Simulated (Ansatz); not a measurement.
The calculation used DFT, BLYP, plane waves (420 eV) with PAW, scalar-relativistic (Ansatz). The PAW files were generated under PBE, with cores re-solved for the functional.

An element in the dhcp structure gives this curve. The cell is scaled uniformly from the relaxed one, with fractional coordinates and shape fixed. Energies are extrapolated to zero smearing, pressures are those at the given smearing. Magnetic state: spin not included.

```
V (Å³/atom)  E − E₀ (meV/atom)  P (GPa)
     32.932               30.4     2.58
     34.429               11.9     1.52
     35.926                2.3     0.65
     37.423                0.1    -0.06
     38.920                3.8    -0.64
     40.417               12.3    -1.11
     41.914               24.7    -1.50
```

Question: Which element is it?
A. ytterbium
B. lanthanum
C. lead
D. calcium

Answer: A. Its fit is V₀ = 37.19 Å³/atom, B₀ = 16.2 GPa, B₀′ = 4.1.
